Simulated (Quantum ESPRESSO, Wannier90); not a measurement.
Tight-binding from DFT: ZrGe2 (Cmcm)

```
begin unit_cell_cart
ang
    0.0000000000    0.0000000000    3.7743400000
   -3.8113500000    0.0000000000    0.0000000000
    1.9056750000   -7.6136850000    0.0000000000
end unit_cell_cart
begin atoms_frac
Zr  -0.2500000000  0.1063300000  0.2126600000
Zr   0.2500000000 -0.1063300000 -0.2126600000
Ge  -0.2500000000  0.4424000000 -0.1152000000
Ge   0.2500000000 -0.4424000000  0.1152000000
Ge   0.2500000000  0.2501800000 -0.4996400000
Ge  -0.2500000000 -0.2501800000  0.4996400000
end atoms_frac
```

Materials Project entry mp-2430; symmetrised, unrelaxed at this level. COD (Crystallography Open Database) has an entry of this formula and space group (matched by these alone). Method: PBEsol plane waves in Quantum ESPRESSO 7.5 (PseudoDojo norm-conserving files, 63 Ry, no spin polarisation, no spin-orbit coupling), Bloch states on a 4×6×6 mesh through Γ, Wannier90 4.0.1. Density: 8×8×8 mesh, cold smearing 0.01 Ry. Spin-orbit coupling, left out, would split the p-like bands by a few tenths of an eV.

A tight-binding model is made by disentanglement and projection with no localisation steps (num_iter = 0), so the 34 orbitals stay atom-like: hydrogen-like Zr: s;p;d; Ge: s;p, axes along x, y, z; frozen window up to 1.50 eV relative to the Fermi level. It follows pw.x to 15 meV rms for states up to 1.0 eV relative to the Fermi level. Matrix elements depend on this choice of orbitals and windows.

Q: What are the on-site energies relative to the Fermi level, and how fast do the hoppings decay?

A: 
| atom | orbitals | energy (eV) |
|---|---|---|
| Zr1 | s | 4.34 |
| Zr1 | pz | 8.79 |
| Zr1 | px | 8.67 |
| Zr1 | py | 7.99 |
| Zr1 | dz2 | 1.46 |
| Zr1 | dxz | 1.81 |
| Zr1 | dyz | 1.59 |
| Zr1 | dx2-y2 | 1.40 |
| Zr1 | dxy | 1.55 |
| Zr2 | s | 4.34 |
| Zr2 | pz | 8.79 |
| Zr2 | px | 8.67 |
| Zr2 | py | 7.99 |
| Zr2 | dz2 | 1.46 |
| Zr2 | dxz | 1.81 |
| Zr2 | dyz | 1.59 |
| Zr2 | dx2-y2 | 1.40 |
| Zr2 | dxy | 1.55 |
| Ge3 | s | -5.97 |
| Ge3 | pz | 2.63 |
| Ge3 | px | 2.50 |
| Ge3 | py | 1.66 |
| Ge4 | s | -5.97 |
| Ge4 | pz | 2.63 |
| Ge4 | px | 2.50 |
| Ge4 | py | 1.66 |
| Ge5 | s | -5.96 |
| Ge5 | pz | 2.18 |
| Ge5 | px py | 2.15 |
| Ge6 | s | -5.96 |
| Ge6 | pz | 2.18 |
| Ge6 | px py | 2.15 |

```json
[
 {"distance of the centres (Å)": "2–3", "largest modulus (eV)": "1.8"},
 {"distance of the centres (Å)": "3–4", "largest modulus (eV)": "0.97"},
 {"distance of the centres (Å)": "4–5", "largest modulus (eV)": "0.27"},
 {"distance of the centres (Å)": "5–6", "largest modulus (eV)": "0.32"},
 {"distance of the centres (Å)": "6–7", "largest modulus (eV)": "0.26"}
]
```
